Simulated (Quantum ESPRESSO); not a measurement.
Simulation results for MgGa2Sn2W3 (simulated cell), MgInAgMo5 (simulated cell)

Calculation on a made-up metal alloy cell, not a measurement: no spin or spin-orbit, unrelaxed, 2900 K smearing, stress positive in tension, cell energy less fitted offsets; periodic Kohn-Sham density functional theory in plane waves with PseudoDojo standard norm-conserving scalar-relativistic pseudopotentials, each functional with its own files (v0.5 for PBE, v0.4.1 for LDA and PBEsol), eight atoms on drawn sites of a strained close-packed or body-centred lattice, each displaced and held fixed; the energy is the cell's free energy, ions and the entropy term -TS included, at the stated Fermi-Dirac width, less a fixed offset for each atom's element (shifted free energy); compositions with an open d shell lost a parallel starting moment in a cheaper test run, and other magnetic orders were not tried; an error bar is the largest change of its kind in a tighter rerun, never given below 0.002 eV, 0.02 GPa or 0.003 eV/angstrom, and covers cutoff and k-mesh only, not smearing or the files. Program: Quantum ESPRESSO 7.5.

Common to all runs: lattice type hexagonal close-packed; functional pbe; cutoff 1143 eV; fermi dirac smearing 0.25 eV; electrons removed 0; run command mpirun -np 4 pw.x -nk 4 -in in; k mesh 8 x 5 x 3 shifted half a step off Gamma on each axis.

Notes on all entries: a spin test at this wide smearing found no moment, but such smearing suppresses magnetism that the real alloy may have; lattice, volume and sites are drawn at random and may be unstable or far from any real phase; energies are for the whole cell, less offsets fitted to these runs, so they are not formation energies.

```json
{"entry": 1, "formula": "MgGa2Sn2W3", "kind": "simulated cell", "structure": {"cell_angstrom": [[-2.9371, 0.0, 0.0], [0.0, 5.0872, 0.0], [1.4685, -2.5436, -9.8323]], "atoms_fractional": [["Mg", -0.00344, -0.00402, -0.01158], ["Sn", 0.13316, 0.47359, 0.24244], ["W", 0.25973, 0.23058, 0.4936], ["Sn", 0.44015, 0.66479, 0.75702], ["Ga", 0.52471, 0.48051, 0.00736], ["Ga", 0.6237, 0.93217, 0.26126], ["W", 0.73826, 0.71441, 0.48468], ["W", 0.97451, 0.18941, 0.75937]]}, "settings": {"run_processor": "Intel Xeon, 2023 or later, virtual cores", "atom_site": [1, 2, 3, 4, 5, 6, 7, 8], "atom_energy_offset [eV]": [-1616.19, -2144.16, -2063.48, -2144.16, -2081.03, -2081.03, -2063.48, -2063.48]}, "results": {"entropy_term_negative_ts [eV]": -1.155, "pressure [GPa]": 0.71, "stress_xx [GPa]": -3.14, "stress_yy [GPa]": 0.05544, "stress_zz [GPa]": 0.97, "stress_yz [GPa]": -0.19, "stress_xz [GPa]": 0.15, "stress_xy [GPa]": 0.24, "force_site": [1, 2, 3, 4, 5, 6, 7, 8], "force_x [eV/angstrom]": [-0.059, 0.213, 0.135, -0.042, 0.037, -0.097, -0.131, -0.057], "force_y [eV/angstrom]": [-0.531, -1.922, -0.345, 1.12, 0.363, 1.716, 0.455, -0.856], "force_z [eV/angstrom]": [-1.266, -0.765, -0.683, 1.885, 1.127, -0.346, -1.598, 1.645], "shifted_free_energy [eV]": 1.734}, "notes": ["the tin pseudopotential is less sure than most, with forces differing by about three percent from a second method on plain tin", "heavy elements are run without spin-orbit coupling, which real alloys of them have", "error bars: energy 0.0081 eV, stress 0.13 GPa, force 0.014 eV/Å, from a tighter rerun of a related cell, whose elements or sites may differ", "15 SCF iterations, 244 s of wall time on a shared machine"]}
{"entry": 2, "formula": "MgGa2Sn2W3", "kind": "simulated cell", "structure": {"cell_angstrom": [[-2.9371, 0.0, 0.0], [0.0, 5.0872, 0.0], [1.4685, -2.5436, -9.8323]], "atoms_fractional": [["W", -0.00344, -0.00402, -0.01158], ["Sn", 0.13316, 0.47359, 0.24244], ["W", 0.25973, 0.23058, 0.4936], ["W", 0.44015, 0.66479, 0.75702], ["Sn", 0.52471, 0.48051, 0.00736], ["Ga", 0.6237, 0.93217, 0.26126], ["Ga", 0.73826, 0.71441, 0.48468], ["Mg", 0.97451, 0.18941, 0.75937]]}, "settings": {"run_processor": "Intel Xeon, 2023 or later, virtual cores", "atom_site": [1, 2, 3, 4, 5, 6, 7, 8], "atom_energy_offset [eV]": [-2063.48, -2144.16, -2063.48, -2063.48, -2144.16, -2081.03, -2081.03, -1616.19]}, "results": {"entropy_term_negative_ts [eV]": -1.175, "pressure [GPa]": 1.66, "stress_xx [GPa]": -0.93, "stress_yy [GPa]": -1.55, "stress_zz [GPa]": -2.49, "stress_yz [GPa]": -3.41, "stress_xz [GPa]": 0.39, "stress_xy [GPa]": 0.27, "force_site": [1, 2, 3, 4, 5, 6, 7, 8], "force_x [eV/angstrom]": [0.269, 0.103, -0.042, -0.453, -0.047, -0.108, -0.076, 0.353], "force_y [eV/angstrom]": [-1.614, -2.435, 0.547, 0.604, 1.426, 1.946, 0.023, -0.496], "force_z [eV/angstrom]": [-0.536, -1.843, -0.333, 0.726, 2.947, 0.094, -2.458, 1.402], "shifted_free_energy [eV]": 3.123}, "notes": ["the tin pseudopotential is less sure than most, with forces differing by about three percent from a second method on plain tin", "heavy elements are run without spin-orbit coupling, which real alloys of them have", "error bars: energy 0.0081 eV, stress 0.13 GPa, force 0.014 eV/Å, from a tighter rerun of a related cell, whose elements or sites may differ", "16 SCF iterations, 236 s of wall time on a shared machine"]}
{"entry": 3, "formula": "MgGa2Sn2W3", "kind": "simulated cell", "structure": {"cell_angstrom": [[-2.9371, 0.0, 0.0], [0.0, 5.0872, 0.0], [1.4685, -2.5436, -9.8323]], "atoms_fractional": [["Sn", -0.00344, -0.00402, -0.01158], ["Ga", 0.13316, 0.47359, 0.24244], ["W", 0.25973, 0.23058, 0.4936], ["W", 0.44015, 0.66479, 0.75702], ["Ga", 0.52471, 0.48051, 0.00736], ["W", 0.6237, 0.93217, 0.26126], ["Mg", 0.73826, 0.71441, 0.48468], ["Sn", 0.97451, 0.18941, 0.75937]]}, "settings": {"run_processor": "Intel Xeon, 2023 or later, virtual cores", "atom_site": [1, 2, 3, 4, 5, 6, 7, 8], "atom_energy_offset [eV]": [-2144.16, -2081.03, -2063.48, -2063.48, -2081.03, -2063.48, -1616.19, -2144.16]}, "results": {"entropy_term_negative_ts [eV]": -1.183, "pressure [GPa]": 0.98, "stress_xx [GPa]": 0.29, "stress_yy [GPa]": -2.85, "stress_zz [GPa]": -0.4, "stress_yz [GPa]": -2.98, "stress_xz [GPa]": -0.16, "stress_xy [GPa]": 1.45, "force_site": [1, 2, 3, 4, 5, 6, 7, 8], "force_x [eV/angstrom]": [-0.149, 0.058, -0.108, 0.036, -0.037, 0.169, -0.185, 0.216], "force_y [eV/angstrom]": [-1.564, -0.867, 0.138, -0.075, 1.116, 1.289, -0.142, 0.106], "force_z [eV/angstrom]": [-2.19, -0.999, 0.126, 0.662, -0.396, 0.604, -0.963, 3.156], "shifted_free_energy [eV]": 2.376}, "notes": ["the tin pseudopotential is less sure than most, with forces differing by about three percent from a second method on plain tin", "heavy elements are run without spin-orbit coupling, which real alloys of them have", "error bars: energy 0.0081 eV, stress 0.13 GPa, force 0.014 eV/Å, from a tighter rerun of this cell", "16 SCF iterations, 233 s of wall time on a shared machine"]}
{"entry": 4, "formula": "MgInAgMo5", "kind": "simulated cell", "structure": {"cell_angstrom": [[2.8342, -0.0128, -0.0021], [-0.0222, 5.0123, -0.0113], [-0.0066, -0.0211, 9.4764]], "atoms_fractional": [["Mo", 0.00324, -0.00714, 0.00789], ["In", -0.0105, 0.00417, 0.49097], ["Mo", -0.00435, 0.33896, 0.25159], ["Mo", -0.02605, 0.33338, 0.75079], ["Ag", 0.5272, 0.49426, 0.00253], ["Mo", 0.48074, 0.50039, 0.5004], ["Mg", 0.51118, 0.83709, 0.25724], ["Mo", 0.49092, 0.83954, 0.74534]]}, "settings": {"run_processor": "AMD EPYC, Zen 5, virtual cores", "atom_site": [1, 2, 3, 4, 5, 6, 7, 8], "atom_energy_offset [eV]": [-1911.95, -1808.02, -1911.95, -1911.95, -4218.03, -1911.95, -1616.19, -1911.95]}, "results": {"entropy_term_negative_ts [eV]": -1.649, "pressure [GPa]": 1.37, "stress_xx [GPa]": 0.48, "stress_yy [GPa]": -3.06, "stress_zz [GPa]": -1.51, "stress_yz [GPa]": 1.57, "stress_xz [GPa]": 0.35, "stress_xy [GPa]": -0.24, "force_site": [1, 2, 3, 4, 5, 6, 7, 8], "force_x [eV/angstrom]": [0.214, 0.01, 0.218, 0.121, -0.371, 0.032, -0.194, -0.029], "force_y [eV/angstrom]": [0.666, -0.043, -0.362, -0.046, 0.25, 0.228, -0.274, -0.419], "force_z [eV/angstrom]": [-1.131, 1.001, -0.6, 0.146, -0.145, 0.687, -1.027, 1.069], "shifted_free_energy [eV]": 0.978}, "notes": ["error bars: energy 0.014 eV, stress 0.1 GPa, force 0.012 eV/Å, from a tighter rerun of this cell", "20 SCF iterations, 211 s of wall time on a shared machine"]}
```
